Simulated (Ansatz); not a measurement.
**A film clamped to a substrate in MgI$_{2}$**

All numbers below come from DFT PBE+D3(BJ), scalar-relativistic, plane waves, PAW in Ansatz 0.2.0. Cutoff 420 eV, Γ-centred 6×6×4 k-points, Gaussian smearing of 0.05 eV. No spin polarisation. Energies are free energies at this smearing, counted from the undisturbed cell; pressure is positive in compression.

The undisturbed cell (as given, not relaxed at this level; it stands at -0.3 GPa):

```
CELL_PARAMETERS angstrom
4.15370 0.00000 0.00000
-2.07685 3.59721 0.00000
0.00000 0.00000 6.86200
ATOMIC_POSITIONS crystal
Mg 0.00000 0.00000 0.00000
I 0.33333 0.66667 0.75763
I 0.66667 0.33333 0.24237
```

The cell (3 atoms, V0 = 102.53 Å³) is strained by p along both x and y and by q along z, fractional coordinates fixed. τp = (1/V0) ∂E/∂p = (σxx + σyy)(1 + p)(1 + q) and τq = (1/V0) ∂E/∂q = σzz(1 + p)², with tension positive.

| p | q | ΔE (meV/atom) | τp (GPa) | τq (GPa) |
| --- | --- | --- | --- | --- |
| 0.000 | 0.000 | 0.00 | 0.73 | 0.02 |
| -0.040 | 0.000 | 21.66 | -6.18 | -1.79 |
| 0.040 | 0.000 | 28.71 | 5.73 | 1.43 |
| 0.000 | -0.040 | 8.63 | -1.07 | -2.09 |
| 0.000 | 0.040 | 8.10 | 2.16 | 1.84 |

Problem. Get the second derivatives of the energy density.

Solution. Central differences give A = ∂τp/∂p = 149 GPa (C11 + C22 + 2 C12), C = ∂τq/∂q = 49 GPa (C33) and the cross term B = ∂τq/∂p = 40 GPa (C13 + C23); ∂τp/∂q = 40 GPa must equal B, and any difference shows higher-order terms. Steps this large leave an error of some per cent of A or C in all of these, which can swamp a small B. The ions are clamped.

Problem. A film of this crystal grows with z along the normal on a substrate that imposes p. How does its thickness respond, and what does the misfit cost?

Solution. Count p and q from the stress-free cell. A free surface needs τq = 0, so q = −(B/C) p = -0.82 p. The energy density left is (A − B²/C) p²/2 = M p², with the biaxial modulus M = 58 GPa; a misfit of 1 % costs 1.24 meV/atom, against 1.59 meV/atom if the thickness were held.

Forces appear on the atoms along this scan, and letting them relax would lower the energy and soften the response.